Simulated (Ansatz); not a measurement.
Cu2O:
```
CELL_PARAMETERS angstrom
      0.00000     2.54596     2.54596
      2.54596     0.00000     2.54596
      2.54596     2.54596     0.00000
ATOMIC_POSITIONS crystal
  O  0.00000 0.00000 0.00000
  Cu 0.25000 0.25000 0.25000
  Cu 0.75000 0.75000 0.75000
```

Relaxed with r²SCAN.

Task: Map the valence electron density (e/Å³), cut off at 4 on the plane through (0.000, 0.000, 0.000) spanned by u = [1, 0, 0] and v = [-1, 1, 1] in lattice vectors, from r²SCAN in the plane-wave PAW code Ansatz.

Result: x is the fraction of u, y of v (the angle between them is 90°; rows are the nearest grid lines); atoms in the plane: O at (0.00, 0.00), Cu at (0.50, 0.25), Cu at (0.50, 0.75).
```
|9994100000000014999|
|9983100000000013899|
|9852100011100012589|
|4321001245421001234|
|1110013899983100111|
|0000016999996100000|
|0000028999998200000|
|0000014999994100000|
|0000002499942000000|
|0000000122210000000|
|0000000000000000000|
|0000000000000000000|
|0000000000000000000|
|0000000000000000000|
|0000000122210000000|
|0000002499942000000|
|0000014999994100000|
|0000028999998200000|
|0000016999996100000|
|1110013899983100111|
|4321001245421001234|
|9852100011100012589|
|9983100000000013899|
|9994100000000014999|
```
Scale: ten equal steps from 0.046 (start of '0') to 4.00 (end of '9'), in the order '0123456789'; x runs from 0.000 to 1.00, y from 0.000 (bottom) to 1.00 (top).

The density is the valence pseudo-density with augmentation charge, so density and ELF within about 1 Å of a nucleus are not all-electron values.

Space group Fm-3m (anti-fluorite). The start of the workflow was typed in or built on a structure type; neither database checked (COD, Materials Project) lists it. It is not the phase usual at ambient conditions (space group No. 224). Symmetry was held in the r²SCAN relaxation; its stability against distortions is not shown here. The workflow began spin-polarised and lost its moments. The volume moved by 30 % from the start of the relaxation. No Hubbard U is applied.

Potentials: the earlier of the program's two PAW sets.
